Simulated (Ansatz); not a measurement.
A relaxed cell of ZnSiP₂ (I-42d (No. 122)), relaxed on a k-mesh at least as fine as the one used below. Computed with PBE (plane waves to 420 eV, PAW, scalar-relativistic; Ansatz, a program for electronic structure). Γ-centred k-mesh 5×5×6 on the run's cell (coarser than for final values), Fermi–Dirac smearing 0.05 eV.

```
ZnSiP2
1.0
   -2.70935     2.70935     5.26972
    2.70935    -2.70935     5.26972
    2.70935     2.70935    -5.26972
Zn Si P
2 2 4
Direct
  0.75000   0.25000   0.50000
  0.00000   0.00000   0.00000
  0.25000   0.75000   0.50000
  0.50000   0.50000   0.00000
  0.14230   0.12500   0.51730
  0.60770   0.62500   0.48270
  0.37500   0.85770   0.98270
  0.87500   0.39230   0.01730
```

Every atom was then displaced, and the forces became (eV/Å):

| atom | Fx | Fy | Fz |
|---|---|---|---|
| Zn1 | -7.79 | 6.33 | -4.52 |
| Zn2 | 3.71 | 3.29 | 3.85 |
| Si3 | 4.53 | -9.42 | -4.16 |
| Si4 | 0.42 | -1.30 | 0.99 |
| P5 | -0.08 | 0.85 | -0.24 |
| P6 | 2.02 | -3.74 | 9.67 |
| P7 | -4.51 | -0.80 | -2.50 |
| P8 | 1.69 | 4.78 | -3.09 |

Task: Which atom was moved farthest relative to the others, and in which direction?

Result: Si3, by (-0.83, -0.12, 0.41) Å (0.93 Å, mean shift removed); the next is P7 with 0.71 Å. Its force makes an angle of 114° with its move.

All displacements (Å):

| atom | ux | uy | uz |
|---|---|---|---|
| Zn1 | 0.428 | -0.044 | -0.101 |
| Zn2 | -0.582 | 0.259 | -0.395 |
| Si3 | -0.923 | 0.059 | 0.279 |
| Si4 | 0.042 | 0.301 | -0.187 |
| P5 | -0.012 | 0.100 | -0.084 |
| P6 | -0.025 | 0.419 | -0.280 |
| P7 | 0.572 | 0.430 | -0.146 |
| P8 | -0.274 | -0.093 | -0.112 |

Task: Estimate the energy cost of the displacement in the harmonic approximation and compare with the calculation.

Result: For a harmonic well ΔE = −½ Σ F·u = 9.893 eV a cell, or 1237 meV/atom. The calculated energy relative to the undisplaced cell is +1.413 eV/atom, so anharmonic terms matter at this amplitude.

No spin polarisation in the result.

The run that gave the undisplaced cell could not lose the symmetry of its start; a randomly shaken copy of 8 atoms returns to this structure.
